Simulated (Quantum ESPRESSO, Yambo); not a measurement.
G0W0 results for AlBO3

```xyz
10
Lattice="2.2527 1.3006 4.6343 -2.2527 1.3006 4.6343 0.0000 -2.6012 4.6343" Properties=species:S:1:pos:R:3 pbc="T T T"
B      0.0000     0.0000    10.4272
B      0.0000     0.0000     3.4757
O      0.6936     1.3998     5.7929
O     -0.6936    -1.3998     8.1100
O     -1.5591    -0.0992     5.7929
O      1.5591     0.0992     8.1100
O      0.8655    -1.3006     5.7929
O     -0.8655     1.3006     8.1100
Al     0.0000     0.0000     6.9515
Al     0.0000     0.0000     0.0000
```

The geometry is that of Materials Project entry mp-8110, symmetrised and not relaxed again.

Starting point: PBEsol (Quantum ESPRESSO, PseudoDojo norm-conserving, 84 Ry, scalar-relativistic). G0W0 in Yambo: 4×4×4 Γ-centred k mesh, 125 bands and a 7 Ry block in the screening, 125 bands in G with the Bruneval-Gonze terminator, plasmon pole fitted at 27.2 eV.

```json
{
 "PBEsol gap along the band path": "5.75 eV",
 "PBEsol gap between the mesh's edge points (Γ → (0.25, 0.25, 0.25))": "5.75 eV",
 "G0W0 gap between the same points": "8.35 eV",
 "PBEsol smallest direct gap on the mesh (at (0.25, 0.25, 0.25))": "5.94 eV",
 "G0W0 direct gap at that point": "8.57 eV"
}
```

```
k point             band  E PBEsol (eV)  E QP (eV)  shift (eV)     Z
------------------  ----  -------------  ---------  ----------  ----
Γ                     VB           0.00      -1.28       -1.28  0.82
Γ                     CB           6.05       7.53        1.47  0.85
(0.25, 0.25, 0.25)    VB          -0.19      -1.50       -1.31  0.82
(0.25, 0.25, 0.25)    CB           5.75       7.06        1.32  0.85
```

Energies count from the PBEsol valence-band maximum.

Nearest settings tried, and what they do to the gap: 99 bands in W, 99 bands in G: +45 meV; 6 Ry block (145 vectors against 193): -10 meV. Not varied: mesh. So the settings aren't converged at that level.
